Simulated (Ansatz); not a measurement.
## Kick test of a cell of Si4C

The structure comes from a proposed guess, relaxed at this level; another structure or a mixture of phases may lie lower.

All numbers below come from DFT PBE, scalar-relativistic, plane waves, PAW (Ansatz). Cutoff 420 eV; k points 6×6×6 on the computed 10-atom cell (Γ-centred); Gaussian smearing, width 0.02 eV; no spin polarisation.

The cell below (10 atoms, space group I4_1/a (No. 88)) is relaxed within its symmetry.

```
CELL_PARAMETERS angstrom
-3.97096 3.97096 2.52528
3.97096 -3.97096 2.52528
3.97096 3.97096 -2.52528
ATOMIC_POSITIONS crystal
Si 0.29832 0.02667 0.90501
Si 0.60669 0.70168 0.72836
Si 0.62833 0.85669 0.40501
Si 0.12167 0.39331 0.09499
Si 0.14331 0.54832 0.77164
Si 0.97333 0.87833 0.27164
Si 0.45168 0.22333 0.59499
Si 0.77667 0.37167 0.22836
C 0.00000 0.00000 0.00000
C 0.75000 0.25000 0.50000
```

For the test it was strained at random (σ = 1.5 % a component), the atoms were moved at random (σ = 0.15 Å), and all was relaxed again on a coarse 4×4×4 mesh (in the run’s order of axes) with 0.10 eV smearing, with no symmetry imposed.

**Question.** Is the structure stable against such a distortion?

**Answer.** It returns, within 1 meV/atom of the unmoved cell on that mesh and with the same symmetry when read at 0.1 Å. So it is stable against the distortions that fit this cell and that this random move excites. Modes that don't fit the cell aren't tested.
